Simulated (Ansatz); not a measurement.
# BaZnPF in Ansatz, relaxation

The command:

```bash
ansatz run input.yaml --threads 2 --pin off --max-ram 2560MiB --backend cpu --events-out ev --progress --plain --runs-dir out
```

Input:

```yaml
crystal:
  lattice:
    - [4.135907, 0.0, 0.0]
    - [0.0, 4.135907, 0.0]
    - [0.0, 0.0, 9.410937]
  atoms:
    - { symbol: Ba, position: [0.25, 0.25, 0.33177] }
    - { symbol: Ba, position: [0.75, 0.75, 0.66823] }
    - { symbol: Zn, position: [0.25, 0.75, 0.0] }
    - { symbol: Zn, position: [0.75, 0.25, 0.0] }
    - { symbol: P, position: [0.75, 0.75, 0.1491] }
    - { symbol: P, position: [0.25, 0.25, 0.8509] }
    - { symbol: F, position: [0.25, 0.75, 0.5] }
    - { symbol: F, position: [0.75, 0.25, 0.5] }
  symmetry: { tolerance: 0.0003 }
kpoints:
  mp_grid: { grid: [6, 6, 4], shift: [0, 0, 0] }
magnetization:
  spin_polarized: false
scf:
  occupations: { method: cold, width: 0.1206 }
  lower_state_search: "off"
hamiltonian:
  pseudopotentials: { kind: paw }
  xc: r2scan
basis:
  ecutwfc: 500
  fft_grid_basis: typed
relax:
  max_steps: 80
  cell: { p_target: 0.0 }
  f_tol: 0.03
output:
  forces: true
  stress: true
  eigenvalues: true
  bader: true
  populations: true
  elf: true
  write_potential: true
  volumetric_format: npy
  dos:
    e_range: [-12, 8]
    de: 0.05
    projected: { site_lists: { Ba: [Ba], F: [F], P: [P], Zn: [Zn] } }
checkpoint:
  read: saved_state
```

Origin of the cell: a database entry, scaled a little.

The saved state is a converged single point of the same cell.

Excerpt of the output:

```
SCF iter   1: F=—  HF=-21729.168814 eV  Δρ=9.54e-4  dr2=8.62e-4  dr2_τ=4.66e-4
SCF iter   2: F=—  HF=-21729.170563 eV  S|Δr|=   1.88e-6  Δρ=5.18e-4  dr2=2.65e-4  dr2_τ=6.98e-5
SCF iter   3: F=—  HF=-21729.170834 eV  S|Δr|=   9.15e-7  Δρ=1.02e-4  dr2=1.21e-5  dr2_τ=6.08e-7
SCF iter   4: F=—  HF=-21729.170933 eV  S|Δr|=   8.07e-7  Δρ=6.71e-5  dr2=4.70e-6  dr2_τ=2.17e-7
SCF iter   5: F=—  HF=-21729.170932 eV  S|Δr|=   9.75e-8  Δρ=1.85e-5  dr2=3.72e-7  dr2_τ=4.00e-8
SCF iter   6: F=-21729.170932 eV  HF=-21729.170932 eV  S|Δr|=   1.32e-7  Δρ=6.83e-6  dr2=5.20e-8  dr2_τ=8.78e-9
SCF iter   7: F=—  HF=-21729.170963 eV  Δρ=1.63e-6  dr2=3.91e-9  dr2_τ=2.87e-10
SCF iter   8: F=-21729.170963 eV  HF=-21729.170963 eV  S|Δr|=  1.04e-10  Δρ=7.67e-7  dr2=1.00e-9  dr2_τ=4.81e-11
relax step   1: F+E_penalty+E_count = -21729.170964 eV  Δ(F+E_penalty+E_count) = +0.000e0 eV  max|allowed force component| = 1.092e-1 eV/Å  Δτ_max = 0.0000 Å  P = +0.667 GPa  Ω = 160.981 Å³ […]
relax step   2: F+E_penalty+E_count = -21729.133704 eV  Δ(F+E_penalty+E_count) = +3.726e-2 eV  max|allowed force component| = 2.895e-1 eV/Å  Δτ_max = 0.0690 Å  P = -1.339 GPa  Ω = 168.240 Å³ […]
relax step   3: F+E_penalty+E_count = -21729.151100 eV  Δ(F+E_penalty+E_count) = +1.986e-2 eV  max|allowed force component| = 5.289e-1 eV/Å  Δτ_max = 0.0529 Å  P = -0.630 GPa  Ω = 163.481 Å³ […]
relax step   4: F+E_penalty+E_count = -21729.177497 eV  Δ(F+E_penalty+E_count) = -6.533e-3 eV  max|allowed force component| = 2.924e-2 eV/Å  Δτ_max = 0.0163 Å  P = +0.045 GPa  Ω = 162.685 Å³ […]
relax step   5: F+E_penalty+E_count = -21729.177643 eV  Δ(F+E_penalty+E_count) = -1.464e-4 eV  max|allowed force component| = 2.555e-2 eV/Å  Δτ_max = 0.0068 Å  P = +0.070 GPa  Ω = 162.775 Å³ […]
relax step   6: F+E_penalty+E_count = -21729.177657 eV  Δ(F+E_penalty+E_count) = -1.376e-5 eV  max|allowed force component| = 1.575e-2 eV/Å  Δτ_max = 0.0036 Å  P = -0.041 GPa  Ω = 162.967 Å³ […]
relax step   7: F+E_penalty+E_count = -21729.177707 eV  Δ(F+E_penalty+E_count) = -4.978e-5 eV  max|allowed force component| = 2.929e-5 eV/Å  Δτ_max = 0.0014 Å  P = -0.001 GPa  Ω = 162.902 Å³ […]
relax step   8: F+E_penalty+E_count = -21729.178217 eV  Δ(F+E_penalty+E_count) = -5.102e-4 eV  max|allowed force component| = 1.614e-4 eV/Å  Δτ_max = 0.0000 Å  P = -0.003 GPa  Ω = 162.902 Å³  stress off target by 2.96e-3 GPa […]
SCF 8 converged in 8 iterations: F = -21729.178216 eV  dr2 = 2.93e-12
basis re-selected at this cell: Δ(F+E_penalty+E_count) = -5.102e-4 eV, ΔP = -0.002 GPa vs the last step (what re-selecting the basis moved, of the pressure what is left beyond the Pulay corre […]
SCF converged after 8 iterations
Stability not checked: this state was not tested for a lower state beside it, because cold or Methfessel-Paxton smearing, or corrected tetrahedra, fill the levels in a way that the test cannot read (fill_not_monotonic; […]
Free energy (F): -21729.178216 eV
F+E_penalty+E_count: -21729.178217 eV  (lagrangian_ev)
Harris-Foulkes:  -21729.178216 eV  (|F-HF|=7.28e-12)
Internal energy: -21729.178216 eV  (E = F + TS)
E sigma→0 (E₀):  -21729.178216 eV
Fermi energy:    8.821171 eV
Smearing:        width narrowed from 0.1206 eV (input) to 0.1010 eV after iteration 6, whose occupations did not sum to the number of electrons (Fermi level in a gap)
--- Per-component energies (eV) ---
  E_band       = -72.517403
  E_kinetic    = 1158.136385
  E_local      = -5975.483349  (includes V_loc(G=0)·N_el)
  E_nonlocal   = 1556.663352
  E_hartree    = 2478.550411
  E_xc         = -841.781722
  E_vxc        = -770.544220  (∫ρ·V_xc dr)
  E_paw        = -15758.373338  (= ΣΔE_a)
  E_vpaw       = -1041.588208  (= ΣTr[D̂ρ^β])
  E_aug_tail   = 0.001958  (compensation charges beyond the density's cutoff)
  E_vtau       = 43.195939  (kinetic-family band-sum trace: ∫τ·v_τ [+ j·A + Jᵃ·Aᵃ] dr)
  E_ewald      = -4346.423040
  E_core_change = -0.468873  (= ΣΔE_core)
  E_smearing   = 0.000000  (= −TS)
  E_count      = -0.000001  (occupations off the electron count; not in F)
  Σ components = -21729.178216   (vs F -21729.178216, Δ=0.00e0)
--- Forces (eV/Å), atoms counted from 1 ---
  atom   1  Ba     0.000000     0.000000     0.000161
  atom   2  Ba     0.000000     0.000000    -0.000161
  atom   3  Zn    -0.000000     0.000000    -0.000000
  atom   4  Zn     0.000000     0.000000    -0.000000
  atom   5  P      0.000000     0.000000    -0.000055
  atom   6  P      0.000000     0.000000     0.000055
  atom   7  F      0.000000     0.000000    -0.000000
  atom   8  F      0.000000     0.000000     0.000000
  max |Σ_I F_I| component: 6.25e-17 eV/Å
--- Stress (GPa, compression-positive) ---
       -0.002963       0.000000       0.000000
        0.000000      -0.002963       0.000000
        0.000000       0.000000      -0.002506
  P = ⅓ Tr σ = -0.0028 GPa (-0.028 kbar)
--- Relaxed structure (7 steps of the walk, 5 accepted, 1 SCFs on fresh bases) ---
  F+E_penalty+E_count = -21729.178217 eV   max|allowed force component| = 1.614e-4 eV/Å   (the final SCF, on the basis selected at the relaxed cell)
  beside F it holds: electron-count term
  cell:  # Å, volume = 162.9020 Å³
    - [4.142525, 0.0, 0.0]
    - [0.0, 4.142525, 0.0]
    - [0.0, 0.0, 9.492841]
  atoms:
    - { symbol: Ba, position: [0.250000, 0.250000, 0.331190] }
    - { symbol: Ba, position: [0.750000, 0.750000, 0.668810] }
    - { symbol: Zn, position: [0.250000, 0.750000, 0.0] }
    - { symbol: Zn, position: [0.750000, 0.250000, 0.0] }
    - { symbol: P, position: [0.750000, 0.750000, 0.146881] }
    - { symbol: P, position: [0.250000, 0.250000, 0.853119] }
    - { symbol: F, position: [0.250000, 0.750000, 0.500000] }
    - { symbol: F, position: [0.750000, 0.250000, 0.500000] }
--- Löwdin populations: 8 sites ---
  site symbol       q [e]
     0     Ba      8.2951
     1     Ba      8.2951
     2     Zn     10.7926
     3     Zn     10.7926
     4      P      6.6183
     5      P      6.6183
     6      F      7.7955
     7      F      7.7955
  spilling = 0.014663 (of n_electrons = 68.000000)
--- Bader charges: 8 sites ---
  site symbol  charge [e]  shift [e]
     0     Ba      1.5655     0.0000
     1     Ba      1.5655     0.0000
     2     Zn      0.6116     0.0023
     3     Zn      0.6116     0.0023
     4      P     -1.3258     0.0023
     5      P     -1.3258     0.0023
     6      F     -0.8513     0.0000
     7      F     -0.8513     0.0000
  estimated error of the sums over rays = 4.6e-4 e
```

The starting structure.

Space group P4/nmm (No. 129); the run's cell has a = 4.136 Å, b = 4.136 Å, c = 9.411 Å, α = 90.00°, β = 90.00°, γ = 90.00°. Shortest distances: P–Zn 2.50 Å, Ba–F 2.60 Å, Zn–Zn 2.92 Å, F–F 2.92 Å, Ba–P 3.39 Å.

After:

Space group P4/nmm (No. 129); the run's cell has a = 4.143 Å, b = 4.143 Å, c = 9.493 Å, α = 90.00°, β = 90.00°, γ = 90.00°. Shortest distances: P–Zn 2.50 Å, Ba–F 2.62 Å, Zn–Zn 2.93 Å, F–F 2.93 Å, Ba–P 3.41 Å.

```
Free energy lowered by                                                                 : 0.9 meV/atom
Volume change                                                                          : 1.19 %
Final pressure                                                                         : 0.00 GPa
Relaxation steps listed                                                                : 8
Formation energy (elements under the same functional, gases as molecules, uncorrected) : -2.110 eV/atom
```

Caveats: the relaxation held the start's symmetry, so the end may be a saddle point.

It ran for 3.2 min on 2 threads of Arm Neoverse V1, with other jobs on the host, peak memory 0.88 GiB, from a saved density.
